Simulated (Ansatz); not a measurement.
Data:

WN2:
Space group P6₃/mmc (No. 194); a = b = 2.8835 Å, c = 7.6961 Å, α = β = 90.00°, γ = 120.00°

```csv
atom,site,symmetry,x,y,z
W,2d,-6m2,0.6667,0.3333,0.2500
N,4e,3m.,0.0000,0.0000,0.0898
```

This is the LDA-relaxed structure.

Q: All from LDA (plane waves, PAW; program Ansatz), unless another level is named. Give the static dielectric constant ε0 (ions relaxed, cell fixed).

A: 15.1 (xx = yy), 10.7 (zz).

Q: What about the Born charges (a third of the trace)?

A: W +0.26, N -0.13 e.

Space group P6_3/mmc. The workflow started from a Materials Project entry (that database holds measured and hypothetical structures alike); the Crystallography Open Database copy checked does not list it. Whether it is the stable phase at ambient conditions was not checked. Symmetry was held in the LDA relaxation; its stability against distortions is not shown here. No spin polarisation was allowed. Spin–orbit coupling is left out wherever it is not named.

Potentials: the later of the program's two PAW sets.
